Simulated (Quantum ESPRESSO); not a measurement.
# Band energies of MgS

```
CELL_PARAMETERS angstrom
      3.98840     0.00000     0.00000
     -1.99420     3.45406     0.00000
      0.00000     0.00000     6.35681
ATOMIC_POSITIONS crystal
  Mg 0.66667 0.33333 0.49637
  Mg 0.33333 0.66667 0.99637
  S  0.33333 0.66667 0.37862
  S  0.66667 0.33333 0.87862
```

LDA (Quantum ESPRESSO, PseudoDojo norm-conserving, 84 Ry, scalar-relativistic); path ΓMKΓALHA,LM,KH; energies in eV from the valence-band maximum.

| k (1/Å) | point | band 12 | band 13 | band 14 | band 15 | band 16 | band 17 | band 18 | band 19 |
|---|---|---|---|---|---|---|---|---|---|
| 0.00 | Γ | -0.60 | -0.60 | -0.15 | -0.15 | 0.00 | 3.33 | 4.54 | 7.35 |
| 0.34 |  | -1.58 | -1.14 | -0.86 | -0.24 | -0.16 | 4.48 | 5.38 | 6.81 |
| 0.68 |  | -2.41 | -2.25 | -1.23 | -0.69 | -0.43 | 4.70 | 5.25 | 5.77 |
| 0.91 | M | -2.58 | -2.01 | -1.31 | -1.01 | -0.48 | 4.51 | 5.02 | 5.69 |
| 1.17 |  | -2.48 | -1.91 | -1.76 | -1.10 | -0.96 | 4.87 | 5.50 | 6.36 |
| 1.43 | K | -2.41 | -2.41 | -1.44 | -1.44 | -1.44 | 4.58 | 6.88 | 7.29 |
| 1.54 |  | -2.49 | -2.22 | -1.66 | -1.37 | -1.23 | 4.65 | 6.69 | 7.20 |
| 1.85 |  | -2.38 | -2.24 | -1.38 | -0.77 | -0.57 | 5.57 | 5.94 | 6.19 |
| 2.27 |  | -1.00 | -0.80 | -0.54 | -0.20 | -0.06 | 3.88 | 5.02 | 6.92 |
| 2.48 | Γ | -0.60 | -0.60 | -0.15 | -0.15 | 0.00 | 3.33 | 4.54 | 7.35 |
| 2.61 |  | -0.58 | -0.58 | -0.23 | -0.17 | -0.17 | 3.55 | 4.59 | 7.32 |
| 2.98 | A | -2.04 | -0.38 | -0.38 | -0.38 | -0.38 | 4.81 | 4.81 | 7.49 |
| 3.38 |  | -2.37 | -0.94 | -0.94 | -0.63 | -0.63 | 5.32 | 5.32 | 6.64 |
| 3.69 |  | -3.10 | -0.91 | -0.91 | -0.88 | -0.88 | 4.61 | 4.61 | 6.33 |
| 3.89 | L | -3.30 | -0.94 | -0.94 | -0.85 | -0.85 | 4.44 | 4.44 | 6.15 |
| 4.10 |  | -3.21 | -1.44 | -1.44 | -0.66 | -0.66 | 4.84 | 4.84 | 6.42 |
| 4.41 | H | -2.96 | -2.13 | -2.13 | -0.55 | -0.55 | 5.65 | 5.65 | 6.22 |
| 4.68 |  | -2.99 | -1.70 | -1.70 | -0.64 | -0.64 | 5.33 | 5.33 | 6.74 |
| 5.03 |  | -2.42 | -0.97 | -0.97 | -0.72 | -0.72 | 5.54 | 5.54 | 6.55 |
| 5.29 |  | -2.07 | -0.57 | -0.57 | -0.44 | -0.44 | 5.12 | 5.12 | 6.82 |
| 5.46 | A | -2.04 | -0.38 | -0.38 | -0.38 | -0.38 | 4.81 | 4.81 | 7.49 |
| 5.46 | L | -3.30 | -0.94 | -0.94 | -0.85 | -0.85 | 4.44 | 4.44 | 6.15 |
| 5.86 |  | -2.65 | -1.92 | -1.29 | -0.94 | -0.51 | 4.54 | 4.76 | 6.00 |
| 5.96 | M | -2.58 | -2.01 | -1.31 | -1.01 | -0.48 | 4.51 | 5.02 | 5.69 |
| 5.96 | K | -2.41 | -2.41 | -1.44 | -1.44 | -1.44 | 4.58 | 6.88 | 7.29 |
| 6.06 |  | -2.50 | -2.50 | -1.48 | -1.33 | -1.33 | 4.67 | 6.88 | 7.02 |
| 6.45 | H | -2.96 | -2.13 | -2.13 | -0.55 | -0.55 | 5.65 | 5.65 | 6.22 |

The LDA gap is direct, 3.33 eV at Γ.

Geometry relaxed with LDA.

This is not the ordinary phase of the substance; no match was found in the copy of COD used, and its stability was not checked.
